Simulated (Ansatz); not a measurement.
B in space group I4_132 (No. 214; B on 8a) under volume change, PBE (plane waves, PAW; program Ansatz), scaled uniformly.

```csv
V (Å³/atom),E − E(relaxed) (meV/atom),P (GPa)
11.458,39.2,11.86
11.836,16.6,7.37
12.214,4.0,3.44
12.591,0.0,0.00
12.969,3.6,-3.02
13.347,13.9,-5.67
13.725,30.1,-8.00
```

Q: What does a third-order Birch–Murnaghan fit give for V₀, B₀ and B′?

A: V₀ = 12.59 Å³/atom, B₀ = 107 GPa, B′ = 3.4.

The start of the workflow was typed in or built on a structure type; neither database checked (COD, Materials Project) lists it. It is not the phase usual at ambient conditions (space group No. 166). The cell was relaxed with PBE under the symmetry of its start; whether a distortion lowers the energy is not shown.

Potentials: the later of the program's two PAW sets.
